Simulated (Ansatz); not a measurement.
# Relaxing CoBi in the rocksalt type

First guess:

```xyz
2
Lattice="0.0000 2.6722 2.6722 2.6722 0.0000 2.6722 2.6722 2.6722 0.0000" Properties=species:S:1:pos:R:3 pbc="T T T"
Co    0.0000    0.0000    0.0000
Bi    2.6722    2.6722    2.6722
```

Computed with DFT, PBE, PAW with Ansatz's default frozen-core files, scalar-relativistic (Ansatz 0.2.0).

Cell and atoms relax within the symmetry of the start on a 13×13×13 k mesh with 0.05 eV Fermi–Dirac smearing, from parallel moments.

The start is built from a prototype, known or not as a phase of this compound; the cutoff is 420 eV.

Spin–orbit coupling is left out, though it moves levels of the heavy atoms by tenths of an eV or more.

The magnetic state is the one reached from parallel moments; other orders may lie lower.

**Question.** What is the pressure of the first guess?

**Answer.** 2.92 GPa.

**Question.** What does it relax to?

**Answer.** a = 5.401 Å, b = 5.401 Å, c = 5.401 Å, α = 90.00°, β = 90.00°, γ = 90.00° (conventional cell), 19.69 Å³ per atom:
Space group Fm-3m (No. 225). a = 5.401 Å, b = 5.401 Å, c = 5.401 Å, α = 90.00°, β = 90.00°, γ = 90.00°
```tsv
atom	site	symmetry	x	y	z
Co	4a	m-3m	0.0000	0.0000	0.0000
Bi	4b	m-3m	0.5000	0.0000	0.0000
```

**Question.** How much energy does the relaxation release?

**Answer.** 5 meV/atom.

**Question.** What moment does the relaxed primitive cell (2 atoms) carry?

**Answer.** 0.55 μB.
